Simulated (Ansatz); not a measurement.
NbP (CsCl type, space group No. 221) under volume change, r²SCAN (plane waves, PAW; program Ansatz), scaled uniformly.

| V (Å³/atom) | E − E(relaxed) (meV/atom) | P (GPa) |
|---|---|---|
| 13.653 | 86.9 | 22.38 |
| 14.103 | 36.5 | 13.72 |
| 14.553 | 8.6 | 6.32 |
| 15.003 | 0.0 | 0.00 |
| 15.453 | 7.8 | -5.42 |
| 15.903 | 29.7 | -10.07 |
| 16.353 | 63.8 | -14.05 |

Question: What does a third-order Birch–Murnaghan fit give for V₀, B₀ and B′?

Answer: V₀ = 15.00 Å³/atom, B₀ = 195 GPa, B′ = 4.2.

Space group Pm-3m (CsCl type). A made-up cell: these elements were put on the sites of a structure type; neither database checked (COD, Materials Project) lists it. COD files the formula under space group No. 141, so this cell is another polymorph or a model. Whether it is the stable phase at ambient conditions was not checked. The r²SCAN relaxation kept the symmetry of its start; its stability against distortions is not shown here. The run is not spin-polarised.

Potentials: the later of the program's two PAW sets.
